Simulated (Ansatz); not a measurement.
Cu$_{2}$O (cuprite type, space group Pn-3m)

```xyz
6
Lattice="4.2984 0.0000 0.0000 0.0000 4.2984 0.0000 0.0000 0.0000 4.2984" Properties=species:S:1:pos:R:3 pbc="T T T"
Cu     3.2238     3.2238     3.2238
Cu     3.2238     1.0746     1.0746
Cu     1.0746     3.2238     1.0746
Cu     1.0746     1.0746     3.2238
O      0.0000     0.0000     0.0000
O      2.1492     2.1492     2.1492
```

Equation-of-state scan: isotropic scaling of the cell above, V₀ being its volume. Symmetry pins the atoms to their sites.

These are PBE (plane waves to 420 eV, PAW, scalar-relativistic; Ansatz, a quantum-chemistry and plane-wave program) values and carry that method's errors. k mesh 8×8×8 (Γ-centred), Fermi-Dirac smearing 0.05 eV. Energies are smeared free energies. Cu2O is run without spin polarisation. Cu2O was relaxed with its symmetry unable to fall. The zero of ΔE is the relaxed starting cell.

Problem. Estimate the ΔE (kJ/mol of atoms) for V/V₀ = 0.940, 0.970, 0.985, 1.015, 1.030, 1.045.

Solution. 
| V/V₀ | ΔE (kJ/mol of atoms) |
|---|---|
| 0.940 | 1.80 |
| 0.970 | 0.42 |
| 0.985 | 0.10 |
| 1.015 | 0.10 |
| 1.030 | 0.38 |
| 1.045 | 0.83 |

(Under strain, the slope of the energy per volume gives the stress and its curvature an elastic modulus.)
